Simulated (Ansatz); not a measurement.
BaTiO3 (cubic perovskite, space group No. 221), a = b = c = 3.9351 Å, α = β = γ = 90.00°.

Relaxed with LDA.

### Question
Give the optical modes at the zone centre with their infrared and Raman activity from DFPT, LDA (plane waves, PAW; program Ansatz).

### Answer
Transverse frequencies, without the LO–TO term; a row sums one degenerate level.

```
ω (cm⁻¹)  degeneracy  IR ((D/Å)²/amu)  Raman (Å⁴/amu)  activity  symmetry
--------  ----------  ---------------  --------------  --------  --------
154i               3           250.10               0        IR       T1u
180                3             5.60               0        IR       T1u
283                3             0.00               0    silent       T2u
480                3            11.86               0        IR       T1u
```

### Question
How high does the top mode go among those that the LO–TO term moves?

### Answer
682 cm⁻¹ for q along x.

Space group Pm-3m (cubic perovskite). This is a known high-temperature phase of the composition, computed here at zero pressure and temperature. Symmetry was held in the LDA relaxation. At this level the phase is dynamically unstable (imaginary phonons). The run is not spin-polarised. Spin–orbit coupling is left out wherever it is not named.

Potentials: the earlier of the program's two PAW sets. The files were generated under PBE; for other functionals the program regenerates the frozen cores, and for LDA and PBEsol the local potential too.
